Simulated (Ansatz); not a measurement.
**An Ansatz run on SiC**

Input of a DFT run with Ansatz (development build), a test cell that isn't relaxed; energies in eV and lengths in Å:

```yaml
crystal:
  lattice:
    - [-2.1798, 0.0, 2.1798]
    - [0.0, 2.1798, 2.1798]
    - [-2.1798, 2.1798, 0.0]
  atoms:
    - { symbol: Si, position: [0.0, 0.0, 0.0] }
    - { symbol: C, position: [0.26, 0.245, 0.25] }
basis:
  ecutwfc: "900 eV"
kpoints:
  mp_grid: { grid: [4, 4, 4] }
hamiltonian:
  xc: pbe
  pseudopotentials: { kind: all_electron }
scf:
  n_bands: 12
  occupations: { method: fixed }
phonons:
  method: dfpt
  dielectric: true
```

Command: `ansatz run input.yaml --threads 11`

It ran on all-electron PAW datasets (no frozen core) at 900 eV.

Caveats: cutoff below the recommended one; the program warns that the mesh is coarse for the field response; very coarse k mesh, result far from converged.

Q: Give the harmonic phonon frequencies (cm⁻¹, i for unstable; at q = 0 without the three modes nearest zero and without LO–TO term) at (0.000, 0.000, 0.000).

A: 
(0.000, 0.000, 0.000): 884, 899, 936

Q: What clamped-ion dielectric tensor of the whole cell results?

A: 
```
5.27 0.00 0.00
0.00 5.27 0.01
0.00 0.01 5.27
```

Q: How long does it take on 1 NVIDIA GB300 GPU, shared host?

A: About 7.5 s of wall time, 1.5 GiB of host memory.
